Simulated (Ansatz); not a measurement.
Li$_{2}$Pt in space group P6/mmm (No. 191; Li on 2d, Pt on 1a), PBE in the plane-wave PAW code Ansatz, all energies at zero smearing, with the estimated change up to a 700 eV cutoff added, with one set of potentials and settings (totals compare only within such a set). Cell of 3 atoms (2 Li, 1 Pt): -12934.015 eV.

```
element             reference phase  E (eV/atom)
-------  --------------------------  -----------
Li       Fm-3m, 1 atoms in the cell    -204.6902
Pt       Fm-3m, 1 atoms in the cell  -12523.0127
```

Formation energy per atom, worked out: (-12934.015 − 2×(-204.6902) − 1×(-12523.0127))/3 = -0.541 eV/atom (-52 kJ per mol of atoms), at 0 K, without zero-point energy or fitted corrections.

The first step of the workflow began from a Materials Project structure, measured or hypothetical; the Crystallography Open Database files this formula in space group No. 191, but the cells were not matched. Whether it is the stable phase at ambient conditions was not checked. The cell was relaxed with PBE under the symmetry of its start; its stability against distortions is not shown here. The run is not spin-polarised. The references are the lowest solids computed at this level, not always the standard phases. Spin–orbit coupling is left out wherever it is not named.

Potentials: the later of the program's two PAW sets.
